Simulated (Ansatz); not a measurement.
One stationary structure of ZrO₂. Space group P4₂/nmc (No. 137). Level of theory: PBE (plane waves to 420 eV, PAW, scalar-relativistic; Ansatz, an electronic-structure program).

Space group P4₂/nmc, origin choice 1 (No. 137); a = 3.6211 Å, b = 3.6211 Å, c = 5.2825 Å, α = 90.00°, β = 90.00°, γ = 90.00°

```csv
atom,site,symmetry,x,y,z
Zr,2a,-4m2,0.0000,0.0000,0.0000
O,4d,2mm.,0.0000,0.5000,0.1928
```

```json
{
  "volume_per_atom": "11.54 Å³",
  "density": "5.91 g/cm³",
  "band_gap": "4.04 eV, indirect (valence top at k = (0.2222, 0.2222, 0), conduction bottom at Γ) (no spin-orbit coupling)",
  "smallest_direct_gap": "4.13 eV at Γ",
  "shortest_distances": "O–Zr 2.08 Å; O–O 2.63 Å",
  "k-mesh": "9×9×6"
}
```

No spin polarisation in the result.

The run could not lose the symmetry of its start; a randomly shaken copy of 6 atoms returns to this structure.
